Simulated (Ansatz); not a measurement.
ZrSi in space group Cmcm (No. 63; Zr on 4c, Si on 4c), PBEsol (plane waves, PAW; program Ansatz), all energies at zero smearing, with the estimated change up to a 700 eV cutoff added, with one set of potentials and settings (totals compare only within such a set). Cell of 4 atoms (2 Zr, 2 Si): -9504.366 eV.

```json
[
 {"element": "Zr", "reference phase": "P6/mmm, 3 atoms in the cell", "E (eV/atom)": "-4128.6456"},
 {"element": "Si", "reference phase": "Fd-3m, 2 atoms in the cell", "E (eV/atom)": "-621.4920"}
]
```

Formation energy per atom, worked out: (-9504.366 − 2×(-4128.6456) − 2×(-621.4920))/4 = -1.023 eV/atom (-99 kJ per mol of atoms), at 0 K, without zero-point energy or fitted corrections.

The first step of the workflow began from a Materials Project structure, measured or hypothetical; the Crystallography Open Database files this formula in space group No. 63, but the cells were not matched. Whether it is the stable phase at ambient conditions was not checked. Symmetry was held in the PBEsol relaxation; its stability against distortions is not shown here. The run is not spin-polarised. The references are the lowest solids computed at this level, not always the standard phases.

Potentials: the later of the program's two PAW sets.
